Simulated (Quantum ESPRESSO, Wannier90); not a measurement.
# Tight-binding from DFT: Nb2O5 (C2/m)

Cell from Materials Project (mp-1595), symmetrised, no further relaxation. Not found in the COD (Crystallography Open Database) copy used, which has the formula in other groups; not checked further. Computed values, not measurements, from PBEsol: Quantum ESPRESSO (norm-conserving PseudoDojo potentials, cutoff 68 Ry, no spin polarisation, no spin-orbit coupling) on a Γ-centred 6×6×6 mesh, then Wannier90. Density: 8×8×8 mesh, cold smearing 0.01 Ry.

```
begin unit_cell_cart
ang
    0.0000000000    3.8588200000    0.0000000000
   -0.0588440000    0.0000000000    4.0181890000
    6.5037450000   -1.9294100000    0.0000000000
end unit_cell_cart
mp_grid = 6 6 6
```

Q: Which shells of neighbouring k-points and which b-vectors and weights does Wannier90 pick for this cell and mesh?

A: 
```
 *---------------------------------- K-MESH ----------------------------------*
 +----------------------------------------------------------------------------+
 |                    Distance to Nearest-Neighbour Shells                    |
 |                    ------------------------------------                    |
 |          Shell             Distance (Ang^-1)          Multiplicity         |
 |          -----             -----------------          ------------         |
 |             1                   0.161032                      2            |
 |             2                   0.260614                      2            |
 |             3                   0.283070                      4            |
 |             4                   0.304339                      2            |
 |             5                   0.308351                      2            |
 |             6                   0.322064                      2            |
 |             7                   0.363306                      4            |
 |             8                   0.383971                      4            |
       ... (lines left out)
 +----------------------------------------------------------------------------+
 | The b-vectors are chosen automatically                                     |
 | The following shells are used:                       1,  2,  3,  4         |
 +----------------------------------------------------------------------------+
 |                        Shell   # Nearest-Neighbours                        |
 |                        -----   --------------------                        |
 |                          1               2                                 |
 |                          2               2                                 |
 |                          3               4                                 |
 |                          4               2                                 |
 +----------------------------------------------------------------------------+
 | Completeness relation is fully satisfied [Eq. (B1), PRB 56, 12847 (1997)]  |
 +----------------------------------------------------------------------------+
 |                  b_k Vectors (Ang^-1) and Weights (Ang^2)                  |
 |                  ----------------------------------------                  |
 |            No.         b_k(x)      b_k(y)      b_k(z)        w_b           |
 |            ---        --------------------------------     --------        |
 |             1         0.161015    0.000000    0.002358    17.414088        |
 |             2        -0.161015    0.000000   -0.002358    17.414088        |
 |             3         0.000000    0.000000    0.260614     7.188707        |
 |             4         0.000000    0.000000   -0.260614     7.188707        |
 |             5         0.080507    0.271378    0.001179     3.394625        |
 |             6        -0.080507    0.271378   -0.001179     3.394625        |
 |             7        -0.080507   -0.271378   -0.001179     3.394625        |
 |             8         0.080507   -0.271378    0.001179     3.394625        |
 |             9        -0.161015    0.000000    0.258256     0.174493        |
 |            10         0.161015    0.000000   -0.258256     0.174493        |
```
